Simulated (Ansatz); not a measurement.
# Ta: strain and displacement

```
Ta
1.0
     0.00000    2.11000    2.11000
     2.11000    0.00000    2.11000
     2.11000    2.11000    0.00000
Ta
1
Direct
  0.00000 0.00000 0.00000
```

The geometry is COD entry 1534932, unchecked; take it as a test cell.

Spin–orbit coupling is left out, though it moves levels of the heavy atoms by tenths of an eV or more.

These are results of DFT, PBEsol, all-electron LAPW, scalar-relativistic in Ansatz 0.2.0, not measurements.

The runs use a Γ-centred 15×15×15 k mesh, Fermi–Dirac smearing of 0.08 eV, basis error target 0.5 meV/atom, no spin polarisation.

The unchanged cell is at -5.83 GPa.

In a metal, stresses and small energies carry noise from the k mesh.

x, y and z are the Cartesian axes of the cell as listed; fractional coordinates follow a strain, and an engineering shear is twice the off-diagonal strain component.

(1) One change gave: energy change +2 meV/atom; stress change (xx, yy, zz, yz, xz, xy) -0.01, -0.01, -0.01, -0.57, -0.57, -0.57 GPa, compression positive. Which change was it?
A. equal xy, yz and zx engineering shear strains of -1 %
B. equal xy, yz and zx engineering shear strains of +2 %
C. equal xy, yz and zx engineering shear strains of +1 %
D. equal xy, yz and zx engineering shear strains of -2 %
E. equal xy, yz and zx engineering shear strains of +3 %
F. equal xy, yz and zx engineering shear strains of -3 %

Results:

(1) B. For equal xy, yz and zx engineering shear strains of -3 %: energy change +7 meV/atom; stress change (xx, yy, zz, yz, xz, xy) 0.06, 0.06, 0.06, 1.47, 1.47, 1.47 GPa, compression positive. For equal xy, yz and zx engineering shear strains of -1 %: energy change under 1 meV/atom; stress change (xx, yy, zz, yz, xz, xy) 0.01, 0.01, 0.01, 0.47, 0.47, 0.47 GPa, compression positive. For equal xy, yz and zx engineering shear strains of -2 %: energy change +3 meV/atom; stress change (xx, yy, zz, yz, xz, xy) 0.04, 0.04, 0.04, 0.98, 0.98, 0.98 GPa, compression positive. For equal xy, yz and zx engineering shear strains of +1 %: energy change under 1 meV/atom; stress change (xx, yy, zz, yz, xz, xy) 0.00, 0.00, 0.00, -0.36, -0.36, -0.36 GPa, compression positive. For equal xy, yz and zx engineering shear strains of +3 %: energy change +4 meV/atom; stress change (xx, yy, zz, yz, xz, xy) -0.01, -0.01, -0.01, -0.74, -0.74, -0.74 GPa, compression positive.
